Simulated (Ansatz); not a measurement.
input.yaml (Ansatz)

```yaml
crystal:
  lattice:
    - [-1.8547528527, 1.8547528527, 1.8547528527]
    - [1.8547528527, -1.8547528527, 1.8547528527]
    - [1.8547528527, 1.8547528527, -1.8547528527]
  atoms:
    - { symbol: Sb, position: [0.0, 0.0, 0.0] }
hamiltonian:
  xc: lda
  pseudopotentials:
    kind: paw
    azcp:
      Sb: "pseudopotentials/Sb.paw.azcp"
basis:
  ecutwfc: 420
  fft_grid_basis: typed
kpoints:
  mp_grid: { grid: [20, 20, 20], shift: [0, 0, 0] }
magnetization:
  spin_polarized: false
scf:
  occupations: { method: fermi_dirac, width: 0.1 }
output:
  write_density: true
  write_potential: true
  elf: true
  volumetric_format: npy
```

Terminal output

```
Warning: the record states the generating functional pbe (its physics header spells it `PBE`), which answers neither for hamiltonian.xc's functional nor for the lda family's — results may be inconsistent (PPs are generated against a specific XC)
Engine: ansatz 0.2.0, aarch64-unknown-linux-gnu
Pseudopotentials: kind: paw
Pseudopotential: Sb, paw, valence charge 15, recommended cutoff 420 eV (normal) 
Functional definition: SPW92
  exchange = slater_x
  correlation = pw_c
Crystal: 1 atoms, lattice volume = 25.522 Å³
Basis set: ecut = 420 eV, 531 PW (Γ)
Bands: 12, of which v1, the nominal top of the filled ones, is band 8 counted from 1 (7 counted from 0)
Symmetry: 48 space group operations
Space group: Im-3m (ITA 229), of the structure as read, at distance tolerance 2.9e-5 Å
k-points: 256 of 8000
Non-local potential: Sb, projectors of the file, l = 0: 2, l = 1: 2, l = 2: 2, l = 3: 2
PAW form: soft (Blöchl's): semilocal exchange-correlation on the pseudo side does not see the compensation charge
PAW frozen core: Sb, regenerated for the run's functional, and the local potential with it (the file was generated under x = pbe(κ = 0.804, μ = 0.2195149727645171), c = pbe(β = 0.06672455060314922))
PAW one-centre angular grid: Sb, 590 points (default); XC on 64 Gauss nodes
Initial density: superposition of atomic densities (neutral atoms: chi_scale 0, normalization atom), corrected by the library's trained network
Initial wavefunctions: pseudopotential atomic-orbital guess
Functional: x = slater, c = lda
SCF iter   1: F=—  HF=-6335.638571 eV  |F-HF|=—  |Δ(HF+E_count)|=         —  Δρ=6.92e-3  dr2=4.94e-3  ethr=1.77e-3  ⟨swp⟩=5.1  Hψ=18111  notcnv=0
SCF iter   2: F=—  HF=-6335.636386 eV  |F-HF|=—  |Δ(HF+E_count)|=   2.18e-3  Δρ=3.85e-3  dr2=1.62e-3  ethr=3.30e-5  ⟨swp⟩=1.6  Hψ=5333  notcnv=0
SCF iter   3: F=—  HF=-6335.635771 eV  |F-HF|=—  |Δ(HF+E_count)|=   6.16e-4  Δρ=5.71e-4  dr2=1.02e-4  ethr=1.08e-5  ⟨swp⟩=2.0  Hψ=4309  notcnv=0
SCF iter   4: F=—  HF=-6335.635726 eV  |F-HF|=—  |Δ(HF+E_count)|=   4.45e-5  Δρ=2.62e-4  dr2=1.05e-5  ethr=6.81e-7  ⟨swp⟩=2.0  Hψ=4971  notcnv=0
SCF iter   5: F=—  HF=-6335.635718 eV  |F-HF|=—  |Δ(HF+E_count)|=   7.68e-6  Δρ=1.04e-4  dr2=3.05e-6  ethr=7.00e-8  ⟨swp⟩=2.0  Hψ=4648  notcnv=0
SCF iter   6: F=—  HF=-6335.635718 eV  |F-HF|=—  |Δ(HF+E_count)|=   6.55e-7  Δρ=4.50e-5  dr2=7.95e-7  ethr=2.04e-8  ⟨swp⟩=1.0  Hψ=3039  notcnv=0
SCF iter   7: F=-6335.635717 eV  HF=-6335.635717 eV  |F-HF|=2.77e-8  |Δ(HF+E_count)|=   3.67e-7  Δρ=8.96e-6  dr2=2.74e-8  ethr=6.67e-10  ⟨swp⟩=1.6  Hψ=10247  notcnv=0
SCF 1 converged in 7 iterations: F = -6335.635717 eV  dr2 = 2.74e-8
SCF converged after 7 iterations
Free energy (F): -6335.635717 eV
Harris-Foulkes:  -6335.635717 eV  (|F-HF|=2.77e-8)
Internal energy: -6335.615256 eV  (E = F + TS)
E sigma→0 (E₀):  -6335.625487 eV
Entropy (-TS):   -0.020461 eV (-20.461 meV/atom)
Fermi energy:    12.154412 eV
--- Per-component energies (eV) ---
  E_band       = -135.760592
  E_kinetic    = 208.911003
  E_local      = -1396.125024  (includes V_loc(G=0)·N_el)
  E_nonlocal   = 365.861931
  E_hartree    = 638.877822
  E_xc         = -138.541176
  E_vxc        = -98.175024  (∫ρ·V_xc dr)
  E_paw        = -4425.886772  (= ΣΔE_a)
  E_vpaw       = -493.981130  (= ΣTr[D̂ρ^β])
  E_aug_tail   = -0.000002  (compensation charges beyond the density's cutoff)
  E_ewald      = -1589.271863
  E_core_change = 0.558824  (= ΣΔE_core)
  E_smearing   = -0.020461  (= −TS)
  E_closure    = 0.000000  (closes the sum)
  Σ components = -6335.635717   (vs F -6335.635717, Δ=0.00e0)
--- Band table (eV; the first three rows and the last of 256) ---
  k-point 0: bands = ["-16.9975", "-16.9975", "-16.9975", "-16.9106", "-16.9106", "-1.1510", "17.9553", "17.9553", "17.9553", "23.7777", "23.7777", "23.7777"]
  k-point 1: bands = ["-16.9981", "-16.9963", "-16.9940", "-16.9114", "-16.9107", "-1.0961", "17.5037", "17.7627", "17.9055", "22.9280", "23.0339", "23.8188"]
  k-point 2: bands = ["-16.9999", "-16.9929", "-16.9840", "-16.9135", "-16.9112", "-0.9314", "16.3738", "17.2762", "17.7589", "22.0164", "22.2796", "23.5561"]
  k-point 255: bands = ["-17.0005", "-17.0005", "-16.8678", "-16.8678", "-16.8678", "6.6365", "10.0430", "10.0430", "10.0430", "15.1495", "15.1495", "29.6052"]
```

Launched by

```sh
ansatz run input.yaml --threads 2 --pin off --max-ram 5120MiB --backend cpu --events-out ev --progress --plain --runs-dir out
```

On 2 threads of Arm Neoverse V1 (shared host) this took about 2.9 s of wall time and 5.5 s of CPU time.
